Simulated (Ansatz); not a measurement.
Profile along the Rh–Rh line in Rh (fcc, Cu type)

Rh (fcc, Cu type), conventional cell a = b = c = 3.830 Å, α = β = γ = 90.00°. The calculation uses the primitive cell of 1 atom, to which meshes and values per cell refer.

Fields along a shortest Rh–Rh line of a {100} plane (2.71 Å), from Rh to Rh, interpolated on the slice's grid (step about 0.1 Å). Calculation: PBE (plane waves to 420 eV, PAW, scalar-relativistic; Ansatz, a program for electronic structure). k mesh 21×21×21. These are valence fields of a PAW run, semicore shells included where kept as valence: close to a nucleus they are smooth pseudo fields. Rh is run without spin polarisation. Rh was relaxed with its symmetry unable to fall.

```csv
distance from Rh (Å),valence electron density (e/Å³),electron localisation function
0.00,15.16,x
0.27,12.09,x
0.54,6.09,0.70
0.81,1.78,0.44
1.08,0.53,0.24
1.35,0.36,0.27
1.63,0.53,0.24
1.90,1.78,0.44
2.17,6.09,0.70
2.44,12.09,x
2.71,15.16,x
```

x: too close to a nucleus for the ELF to mean much.

Density on the Rh–Rh line (2.71 Å) at its midpoint: 0.36 e/Å³. ELF at that point: 0.27.
